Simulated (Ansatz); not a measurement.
## MgB2: from a starting cell to a relaxed one

The start is a generated cell, MgB2 built in the AFLOW prototype A2B_tP6_136_f_a (C4, as in TiO2). The cell and all atomic positions are relaxed at zero pressure with PBEsol (plane waves to 420 eV, PAW, scalar-relativistic; Ansatz, a quantum-chemistry and plane-wave program). The first steps use a coarse 5×5×8 k-mesh.

Starting cell:
```yaml
crystal:
  lattice:
    - [4.61111, 0.00000, 0.00000]
    - [0.00000, 4.61111, 0.00000]
    - [0.00000, 0.00000, 2.96958]
  atoms:
    - { symbol: Mg, position: [0.00000, 0.00000, 0.00000] }
    - { symbol: Mg, position: [0.50000, 0.50000, 0.50000] }
    - { symbol: B, position: [0.30496, 0.30496, 0.00000] }
    - { symbol: B, position: [0.80496, 0.19504, 0.50000] }
    - { symbol: B, position: [0.19504, 0.80496, 0.50000] }
    - { symbol: B, position: [0.69504, 0.69504, 0.00000] }
```

Q: What pressure does the first self-consistent step give?

A: +57 GPa (positive: the cell is compressed).

Q: What is the largest force in the starting geometry, and on which atom (counted from 1)?

A: About 1.2 eV/Å, on B3, B4, B5, B6 (atoms numbered as listed).

Q: By how much does the energy per atom fall from start to end?

A: 1.85 eV/atom.

Q: How does the volume change?

A: +36.8 %, from 10.52 to 14.40 Å³/atom.

Q: How do the shortest distances between atoms change?

A: The closest pairs of elements (up to four, under 3.6 Å), start → end: B–B 2.54 → 1.57 Å; B–Mg 1.96 → 2.25 Å; Mg–Mg 2.97 → 3.83 Å.

Q: Give the final cell and atomic positions.

A: 
```cif
data_B4Mg2
_chemical_formula_sum 'Mg2 B4'
_space_group_name_H-M_alt 'P42/mnm'
_space_group_IT_number 136
_space_group_name_Hall '-P 4n 2n'
_cell_length_a 4.30007
_cell_length_b 4.30007
_cell_length_c 4.67269
_cell_angle_alpha 90.000
_cell_angle_beta 90.000
_cell_angle_gamma 90.000
loop_
_atom_site_label
_atom_site_type_symbol
_atom_site_symmetry_multiplicity
_atom_site_Wyckoff_symbol
_atom_site_fract_x
_atom_site_fract_y
_atom_site_fract_z
_atom_site_occupancy
Mg1 Mg 2 a 0.00000 0.00000 0.00000 1
B1 B 4 f 0.37057 0.37057 0.00000 1
```

The space group stays P4₂/mnm (No. 136) (the run could not lower it), with 6 atoms in the primitive cell. Final values are on a 11×11×10 k-mesh of the relaxed cell. No spin polarisation in the result.

The run could not lose the symmetry of its start: the end is stationary, and may be a saddle point rather than a minimum.

The relaxed structure here is a generated cell of MgB2: the first start was made by placing the elements on the sites of a structure type, and the end was not matched to a known phase here, so it may be hypothetical. Known forms of MgB2 include space group No. 191.
